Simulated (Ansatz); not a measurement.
IrO2 (rutile)

```xyz
6
Lattice="4.5293 0.0000 0.0000 0.0000 4.5293 0.0000 0.0000 0.0000 3.1799" Properties=species:S:1:pos:R:3 pbc="T T T"
Ir     0.0000     0.0000     0.0000
Ir     2.2647     2.2647     1.5900
O      1.3970     1.3970     0.0000
O      3.6617     0.8676     1.5900
O      0.8676     3.6617     1.5900
O      3.1323     3.1323     0.0000
```

The slice is a (010) plane (indices of the conventional cell) through the point (0.192, 0.808, 0.500) (fractional), spanned by u = [001] and v = [100] in vectors of this cell: u (3.18 Å) and v (4.53 Å, at 90° to u). It covers one period; positions are fractions (u, v).

Method: PBE (plane waves to 420 eV, PAW, scalar-relativistic; Ansatz, a program for electronic structure). k mesh 10×10×15. Near the nuclei the fields are pseudised (PAW); where an atom keeps semicore shells as valence, they peak there. IrO2 is run without spin polarisation and with no Hubbard U. IrO2 was relaxed with its symmetry unable to fall. Spin-orbit coupling is left out, though Ir is heavy. The PAW data are Ansatz's earlier set.

Task: Sketch the electron localisation function (ELF) on this plane as a map.

Result: 
```
v \ u  0.00  0.14  0.27  0.41  0.55  0.68  0.82  0.95
-----  ----  ----  ----  ----  ----  ----  ----  ----
0.88   0.80  0.78  0.24  0.41  0.54  0.19  0.67  0.80
0.75   0.18  0.15  0.21  0.29  0.30  0.25  0.15  0.17
0.62   0.02  0.05  0.22  0.54  0.61  0.31  0.08  0.02
0.50   0.06  0.08  0.52  0.80  0.82  0.68  0.16  0.06
0.38   0.19  0.12  0.34  0.76  0.80  0.53  0.13  0.18
0.25   0.24  0.16  0.05  0.08  0.10  0.05  0.11  0.23
0.12   0.82  0.75  0.28  0.05  0.05  0.14  0.65  0.82
0.00      x  0.74  0.54  0.21  0.28  0.30  0.79     x
```

Values: electron localisation function (ELF). Points within 0.4 Å of a nucleus are blanked (x), as the pseudised field means little there.
